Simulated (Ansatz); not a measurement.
## Property card for Rb$_{2}$ScRuC$_{6}$N$_{6}$

These are results of DFT PBE, scalar-relativistic, plane waves, PAW in Ansatz 0.2.0, not measurements.

Settings: cutoff 420 eV, Γ-centred mesh 6×6×6 on the computed 16-atom cell, Gaussian smearing of 0.10 eV; no spin polarisation.

The structure is relaxed at this level of theory with its symmetry kept, and needn't be the ground state of this composition.

```cif
data_structure
_symmetry_space_group_name_H-M 'Fm-3m'
_symmetry_Int_Tables_number 225
_cell_length_a 10.9608
_cell_length_b 10.9608
_cell_length_c 10.9608
_cell_angle_alpha 90.000
_cell_angle_beta 90.000
_cell_angle_gamma 90.000
_cell_volume 1316.82
loop_
_atom_site_label
_atom_site_type_symbol
_atom_site_symmetry_multiplicity
_atom_site_Wyckoff_symbol
_atom_site_fract_x
_atom_site_fract_y
_atom_site_fract_z
_atom_site_occupancy
Rb1 Rb 8 c 0.25000 0.75000 0.75000 1
Sc1 Sc 4 a 0.00000 0.00000 0.00000 1
Ru1 Ru 4 b 0.50000 0.00000 0.00000 1
C1 C 24 e 0.21049 0.00000 0.00000 1
N1 N 24 e 0.31810 0.00000 0.00000 1
```

| Item | Value |
| --- | --- |
| Space group | Fm-3m (No. 225) |
| Volume per atom | 20.58 Å³ |
| Formation energy from the elements' standard states (uncorrected) | -0.073 eV/atom |
| Kohn–Sham band gap | none (metal) |
| Density of states at the Fermi level | 10.8 states/eV per cell |
| Orbital (Löwdin) character within 0.5 eV of the Fermi level | Sc 3d 49 %, N 2p 27 %, C 2p 17 % |

A magnetic start lost its moments in a first run, so spin was left out; other magnetic orders weren't tried.

The cell was found from a structure generator's guess, not taken from experiment. Löwdin shares on free-atom orbitals overweight diffuse shells.
